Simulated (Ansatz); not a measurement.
Ca (fcc, Cu type)

```yaml
crystal:
  lattice:
    - [0.00000, 2.76322, 2.76322]
    - [2.76322, 0.00000, 2.76322]
    - [2.76322, 2.76322, 0.00000]
  atoms:
    - { symbol: Ca, position: [0.00000, 0.00000, 0.00000] }
```

Calculation: PBE (plane waves to 420 eV, PAW, scalar-relativistic; Ansatz, a program for electronic structure). Harmonic phonons by density-functional perturbation theory on a 16×16×16 k mesh, in cm⁻¹ and rounded to 5; i marks imaginary ones, q is in fractions of the reciprocal vectors of the cell shown, and the three acoustic modes at Γ are left out. Ca was relaxed with its symmetry unable to fall. The PAW data are Ansatz's earlier set.

**Question.** Is the structure dynamically stable at L = (0.5, 0.0, 0.0), X = (0.5, 0.5, 0.0)?

**Answer.** No imaginary mode at these points (lowest 75 cm⁻¹ at L = (0.5, 0.0, 0.0)); other wave vectors were not tested.

**Question.** List the wavenumbers at L = (0.5, 0.0, 0.0), X = (0.5, 0.5, 0.0), with degeneracies.

**Answer.** 
```
q                    wavenumbers (cm⁻¹)
-------------------  ------------------
L = (0.5, 0.0, 0.0)        75 (×2), 155
X = (0.5, 0.5, 0.0)       130 (×2), 165
```
